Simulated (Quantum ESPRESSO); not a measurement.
MoW6Li, a guest atom moved from site to site

Simulated, not a measurement. The program is pw.x of Quantum ESPRESSO 7.5 (plane-wave density functional theory). The cell is made up: eight metal atoms on a face-centred cubic lattice, with elements, volume, strain and displacements drawn at random and not relaxed, so it may be unstable or far from any real phase. PseudoDojo standard norm-conserving files set the functional (PBE unless stated); there is no spin polarisation or spin-orbit coupling, the Fermi-Dirac width of 0.25 eV means electrons at about 2900 K, and the masses in the input are unused placeholders. Heavy elements are run without spin-orbit coupling, which real alloys of them have. A spin test at this wide smearing found no moment, but such smearing suppresses magnetism that the real alloy may have.

The runs move one Mo atom among sites that otherwise hold W. Cell, positions, cutoff, mesh and smearing stay as in the input of run 1; sites are counted in its order. Stress in the tables is positive in tension.

Input of run 1:

```
&control calculation='scf', pseudo_dir='./dojo.nc.sr.pbe.v0_5.standard.upf', outdir='./o', disk_io='medium', tprnfor=.true., tstress=.true. /
&system ibrav=0, nat=8, ntyp=3, nbnd=68, ecutwfc=79.96652505, nosym=.true., tot_charge=0,
 occupations='smearing', smearing='fd', degauss=0.0183746611
/
&electrons conv_thr=1.470e-08, electron_maxstep=70, mixing_beta=0.5 /
ATOMIC_SPECIES
Li 1.0 Li.upf
Mo 1.0 Mo.upf
W 1.0 W.upf
CELL_PARAMETERS angstrom
-0.0238 1.9751 2.0058
-3.9991 3.922 -3.9358
-4.0355 -3.8926 4.0017
ATOMIC_POSITIONS angstrom
Mo 0.0107 -0.0095 0.0248
W -4.0438 -1.9255 2.0146
W -4.0496 0.0179 0.006
W -4.0069 1.9567 -1.9255
W -2.0281 -0.0144 2.0118
W -2.0584 1.9939 0.0019
Li -5.9825 -0.0154 2.0283
W -6.0484 2.0242 0.0854
K_POINTS automatic
8 4 4 1 1 1
```

```
run  elements on sites 1 to 8  free energy less that of run 1 (eV)  -TS (eV)  pressure (GPa)  stress xx (GPa)  stress yy (GPa)  stress zz (GPa)  stress yz (GPa)  stress xz (GPa)  stress xy (GPa)  iterations
  1         Mo W W W W W Li W                                0.000    -1.589            5.31            -8.32            -2.41            -5.20            -0.87            -0.21             0.11          19
  2         W Mo W W W W Li W                                0.000    -1.590            5.21            -8.10            -2.34            -5.17            -0.84            -0.21             0.07          19
  3         W W Mo W W W Li W                               -0.005    -1.588            5.15            -8.15            -2.22            -5.09            -0.92            -0.89             0.78          19
  4         W W W Mo W W Li W                               -0.007    -1.585            5.03            -8.01            -2.07            -5.00            -0.84            -0.80             0.68          19
  5         W W W W Mo W Li W                                0.057    -1.602            5.02            -8.03            -2.12            -4.91            -0.53            -0.54             0.45          19
```

Forces Fx Fy Fz (eV/Å):

| site | run 1 | run 2 | run 3 | run 4 | run 5 |
| --- | --- | --- | --- | --- | --- |
| 1 | 0.37 -0.05 -0.09 | 0.40 0.00 -0.16 | 0.43 -0.07 -0.09 | 0.39 -0.07 -0.08 | 0.37 -0.06 -0.09 |
| 2 | -0.76 -0.06 0.06 | -0.68 -0.01 -0.01 | -0.75 -0.01 -0.03 | -0.78 0.00 -0.02 | -0.71 0.01 -0.03 |
| 3 | -0.57 -0.35 0.37 | -0.53 -0.34 0.37 | -0.51 -0.29 0.29 | -0.54 -0.25 0.28 | -0.51 -0.35 0.36 |
| 4 | 0.81 0.46 -0.57 | 0.85 0.47 -0.55 | 0.82 0.37 -0.46 | 0.78 0.41 -0.47 | 0.77 0.48 -0.56 |
| 5 | 0.03 0.37 -0.41 | -0.14 0.30 -0.35 | -0.13 0.37 -0.41 | 0.03 0.31 -0.36 | -0.05 0.30 -0.35 |
| 6 | 0.82 0.20 -0.07 | 0.82 0.17 -0.03 | 0.69 0.19 -0.04 | 0.66 0.19 -0.05 | 0.78 0.18 -0.05 |
| 7 | -0.38 0.19 -0.06 | -0.36 0.18 -0.05 | -0.38 0.20 -0.06 | -0.38 0.20 -0.07 | -0.38 0.20 -0.06 |
| 8 | -0.33 -0.75 0.77 | -0.35 -0.76 0.79 | -0.17 -0.76 0.79 | -0.17 -0.78 0.78 | -0.27 -0.75 0.76 |

The sites are displaced and not relaxed, so the energy differences mix bonding between neighbours with strain and are not ordering energies. A rerun of one cell of this series at a higher cutoff and on a denser mesh moved values by no more than 0.006 eV in energy, 0.16 GPa in stress and 0.011 eV/Å in force, and a second program with other atomic files agreed on that cell to 2 % rms in force and 0.5 GPa in pressure.